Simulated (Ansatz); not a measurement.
Values for one crystal, relaxed and computed with DFT-PBE in the program Ansatz with PAW potentials; other levels are named.

* **Volume per atom**: 16.42 Å³
* **Band gap**: 0.80 eV (direct)
* **Formation energy from the elements (no fitted shifts)**: 819 meV/atom
* **Conduction-band minimum**: at Γ
* **Hole effective mass, band 1 of 2 at the edge**: 1.2 along z (mₑ)
* **Hole effective mass with spin–orbit coupling**: 0.16, 0.16, 1.3 mₑ (principal values)
* **Pressure derivative B′**: 4.7

Problem. Pick the material that matches.
A) SiCO4, I-4 (Si on 2a, C on 2c, O on 8g)
B) ZnO, wurtzite
C) AlSiCN, R3m (Al on 3a, N on 3a, Si on 3a, C on 3a)
D) SnC, wurtzite

Solution. D, SnC, wurtzite

Space group P6_3mc (wurtzite). The start of the workflow was typed in or built on a structure type; neither database checked (COD, Materials Project) lists it. Whether it is the stable phase at ambient conditions was not checked. The cell was relaxed with PBE under the symmetry of its start; its stability against distortions is not shown here. Its formation energy is positive at this level, so the cell may be metastable or incomplete. The references are the lowest solids computed at this level, not always the standard phases. Scalar-relativistic: spin–orbit coupling is off unless named, which matters more the heavier the elements.

Potentials: the earlier of the program's two PAW sets.
